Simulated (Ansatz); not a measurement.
LiPb (CsCl type, Pm-3m), r²SCAN (plane waves, PAW; program Ansatz), all energies at zero smearing, with the estimated change up to a 700 eV cutoff added, with one set of potentials and settings (totals compare only within such a set). Cell of 2 atoms (1 Li, 1 Pb): -12126.618 eV.

```csv
element,reference phase,E (eV/atom)
Li,"Fm-3m, 1 atoms in the cell",-205.1371
Pb,"Fm-3m, 1 atoms in the cell",-11920.8594
```

Formation energy per atom, worked out: (-12126.618 − 1×(-205.1371) − 1×(-11920.8594))/2 = -0.311 eV/atom (-30 kJ per mol of atoms), at 0 K, without zero-point energy or fitted corrections.

The workflow started from a Materials Project entry (that database holds measured and hypothetical structures alike); the Crystallography Open Database files this formula in space group No. 221, but the cells were not matched. Its standing as an ambient phase is unchecked. The cell was relaxed with r²SCAN under the symmetry of its start; its stability against distortions is not shown here. The references are the lowest solids computed at this level, not always the standard phases. Spin–orbit coupling is left out wherever it is not named.

Potentials: the later of the program's two PAW sets.
